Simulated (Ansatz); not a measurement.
According to the program Ansatz at the r²SCAN level (PAW), ZnS in the NiAs type structure (P6_3/mmc) relaxes to a = 3.590 Å, c = 5.880 Å. Zn has 6 nearest neighbours from 2.54 Å (octahedral); S has 6 nearest neighbours from 2.54 Å (trigonal prismatic). Its formation energy from the elements is -0.64 eV/atom, with no fitted shifts.

The Kohn–Sham gap is 0.82 eV (indirect). The valence maximum lies on the Γ–M line, 37 % of the way from Γ and the conduction minimum at K (2 equivalent valleys). HSE06 on the same cell gives 1.48 eV. The electron mass is 0.21, 0.31, 0.31 mₑ (principal values). The hole mass is 0.21, 1.1, 3.6 mₑ (principal values).

An equation-of-state fit gives a bulk modulus of 97.5 GPa. The relaxed-ion elastic constants in GPa are C11 = 142, C12 = 87.7, C13 = 58.1, C33 = 188, C44 = 0.3. Bader charges are Zn +1.04, S -1.04 e.

The start of the workflow was typed in or built on a structure type; neither database checked (COD, Materials Project) lists it. It is not the phase usual at ambient conditions (space group No. 186, 216). The cell was relaxed with r²SCAN under the symmetry of its start; its stability against distortions is not shown here. The references are the lowest solids computed at this level, not always the standard phases.

Potentials: the earlier of the program's two PAW sets.
